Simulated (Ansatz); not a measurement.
The relaxed structure here is a generated cell of S: the first start was made by placing the elements on the sites of a structure type, and the end was not matched to a known phase here, so it may be hypothetical.

The start is a generated cell, S placed in the beta-W structure type. The cell and all atomic positions are relaxed at zero pressure with PBE (plane waves to 420 eV, PAW, scalar-relativistic; Ansatz, a first-principles code). The first steps use a coarse 5×5×5 k-mesh.

Starting cell:
```
CELL_PARAMETERS angstrom
      5.06247     0.00000     0.00000
      0.00000     5.06247     0.00000
      0.00000     0.00000     5.06247
ATOMIC_POSITIONS crystal
  S  0.25000 0.00000 0.50000
  S  0.75000 0.00000 0.50000
  S  0.00000 0.50000 0.25000
  S  0.00000 0.50000 0.75000
  S  0.50000 0.25000 0.00000
  S  0.50000 0.75000 0.00000
  S  0.00000 0.00000 0.00000
  S  0.50000 0.50000 0.50000
```

Question: How much energy is released per atom?

Answer: Under 0.01 eV/atom.

Question: How does the volume per atom move from start to end?

Answer: -0.7 %, from 16.22 to 16.11 Å³/atom.

Question: How do the shortest distances between atoms change?

Answer: The closest pairs of elements (up to four, under 3.6 Å), start → end: S–S 2.53 → 2.53 Å.

Question: What does it relax into? Give the structure.

Answer: 
Space group Pm-3n (No. 223); a = b = c = 5.051 Å, α = β = γ = 90.00°

```tsv
atom	site	symmetry	x	y	z
S	6c	-4m.2	0.0000	0.5000	0.2500
S	2a	m-3.	0.0000	0.0000	0.0000
```

The space group stays Pm-3n (No. 223) (the run could not lower it), with 8 atoms in the primitive cell. Final values are on a 9×9×9 k-mesh of the relaxed cell. No spin polarisation in the result.

The run could not lose the symmetry of its start, so the end can be a saddle point.

All atoms sit on sites fixed by symmetry, so only the cell could relax.
